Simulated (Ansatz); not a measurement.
Cu₃Ge:
```cif
data_Cu6Ge2
_chemical_formula_sum 'Cu6 Ge2'
_space_group_name_H-M_alt 'Pmmn :1'
_space_group_IT_number 59
_space_group_name_Hall 'P 2 2ab -1ab'
_cell_length_a 4.17250
_cell_length_b 5.24642
_cell_length_c 4.52054
_cell_angle_alpha 90.000
_cell_angle_beta 90.000
_cell_angle_gamma 90.000
loop_
_space_group_symop_operation_xyz
  'x, y, z'
  '-x, -y, z'
  'x+1/2, -y+1/2, -z'
  '-x+1/2, y+1/2, -z'
  '-x+1/2, -y+1/2, -z'
  'x+1/2, y+1/2, -z'
  '-x, y, z'
  'x, -y, z'
loop_
_atom_site_label
_atom_site_type_symbol
_atom_site_symmetry_multiplicity
_atom_site_Wyckoff_symbol
_atom_site_fract_x
_atom_site_fract_y
_atom_site_fract_z
_atom_site_occupancy
Cu1 Cu 2 b 0.00000 0.50000 0.16463 1
Cu2 Cu 4 e 0.00000 0.25144 0.66350 1
Ge1 Ge 2 a 0.00000 0.00000 0.17521 1
```

Relaxed at zero pressure with r²SCAN in the plane-wave PAW code Ansatz.

Task: The volume is lowered by 3 % and shape and atoms relax at that volume. What pressure results, and how do the axes share the change?

Result: 4.7 GPa; a -0.9 %, b -1.1 %, c -1.0 %; the energy rises by 5 meV/atom.

Task: Give the new structure.

Result: 
Space group Pmmn, origin choice 1 (No. 59); a = 4.135 Å, b = 5.189 Å, c = 4.473 Å, α = β = γ = 90.00°

```csv
atom,site,symmetry,x,y,z
Cu,2b,mm2,0.0000,0.5000,0.1648
Cu,4e,m..,0.0000,0.2513,0.6638
Ge,2a,mm2,0.0000,0.0000,0.1746
```

The phase is kept; no other phase was compared at this pressure.

The first step of the workflow began from a Materials Project structure, measured or hypothetical; the Crystallography Open Database copy checked does not list it. Whether it is the stable phase at ambient conditions was not checked. Symmetry was held in the r²SCAN relaxation; of distortions, only those at the zone centre were tested. The run is not spin-polarised.

Potentials: the later of the program's two PAW sets.
